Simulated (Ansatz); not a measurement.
Data:

ZrGa$_{3}$:
```
ZrGa3
1.0
   -1.94180     1.94180     4.55863
    1.94180    -1.94180     4.55863
    1.94180     1.94180    -4.55863
Zr Ga
1 3
Direct
  0.00000   0.00000   0.00000
  0.50000   0.50000   0.00000
  0.75000   0.25000   0.50000
  0.25000   0.75000   0.50000
```

This is the r²SCAN-relaxed structure.

Problem. All from the program Ansatz at the r²SCAN level (PAW), unless another level is named. Estimate the formation energy from the elements (no fitted shifts).

Solution. -0.51 eV/atom.

Problem. And the density of states at the Fermi level?

Solution. 0.26 states/eV per atom (mean over ±0.08 eV).

Space group I4/mmm. The workflow started from an entry of the Crystallography Open Database (COD). Whether it is the stable phase at ambient conditions was not checked. The r²SCAN relaxation kept the symmetry of its start; its stability against distortions is not shown here. The run is not spin-polarised. The references are the lowest solids computed at this level, not always the standard phases. Spin–orbit coupling is left out wherever it is not named.

Potentials: the later of the program's two PAW sets.
